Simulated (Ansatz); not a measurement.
With plane-wave PAW r²SCAN (Ansatz code), SiGe₃ in the tetragonal phase (P-4m2; Si on 1a, Ge on 2g, Ge on 1c) relaxes to a = 3.967 Å, c = 5.601 Å. Si has 4 nearest neighbours from 2.41 Å (tetrahedral); Ge on 2g has 4 nearest neighbours from 2.41 Å (tetrahedral); Ge on 1c has 4 nearest neighbours from 2.45 Å (tetrahedral). Against the elements it lies at 0.008 eV/atom, with no fitted shifts.

It is gapped at this level: 0.56 eV (indirect). The valence maximum lies at Γ and the conduction minimum at R (2 equivalent valleys). The screened hybrid HSE06 puts the gap at 0.93 eV. Gap from r²SCAN with spin–orbit coupling: 0.49 eV. Electrons at the band edge weigh 0.079, 0.11, 0.23 mₑ (principal values).

An equation-of-state fit gives a bulk modulus of 77.9 GPa. The relaxed-ion elastic constants in GPa are C11 = 166, C12 = 20.6, C13 = 48.2, C33 = 137, C44 = 71.9, C66 = 45.0. The elastic constants imply a Debye temperature near 420 K. Bader charges are Si +0.33, Ge -0.17 to 0.00 e.

The start of the workflow was typed in or built on a structure type; neither database checked (COD, Materials Project) lists it. Whether it is the stable phase at ambient conditions was not checked. The cell was relaxed with r²SCAN under the symmetry of its start; whether a distortion lowers the energy is not shown. The references are the lowest solids computed at this level, not always the standard phases. Scalar-relativistic: spin–orbit coupling is off unless named, which matters more the heavier the elements.

Potentials: the later of the program's two PAW sets.
